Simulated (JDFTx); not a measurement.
System: Ta(100) (Im-3m bulk; lattice of mp-50, not re-optimised at this level), 1x1 cell of 6 atoms in 6 planes, area 10.96 Å² a face, 8.0 Å between the outermost planes in a cell 24.3 Å high; k mesh 6×6×1, Fermi width 0.01 Ha, no spin polarisation.

Method: PBE, GBRV ultrasoft potentials, plane waves to 20/100 Ha, in a modified build of JDFTx. Liquid on both sides: CANDLE, water, 1 M KF; nuclei fixed, outer atoms relaxed in vacuum. SHE scale: U = −μ/e − 4.44 V, by convention. The surface is an ideal bare cut with both faces alike: no reconstruction, overlayer or explicit solvent molecules. Convergence in thickness and k mesh wasn't tested for this slab.

Farther out the cavity gives way and the charge runs off; such runs are left out, and the outermost points shown may already feel it.

```csv
U (V vs SHE),μ (eV),excess electrons per cell,"σ (μC/cm², per face)",run
-1.12,-3.32,0.000,0.0,neutral
-0.95,-3.49,-0.088,6.4,fixed potential
-0.80,-3.64,(withheld),(withheld),fixed potential
-0.60,-3.84,(withheld),(withheld),fixed potential
-0.20,-4.24,-0.468,34.2,fixed potential
```

Q: Fill in the missing entries, row by row.

A: 
- -0.80, excess electrons per cell: -0.181
- -0.80, σ (μC/cm², per face): 13.2
- -0.60, excess electrons per cell: -0.292
- -0.60, σ (μC/cm², per face): 21.3
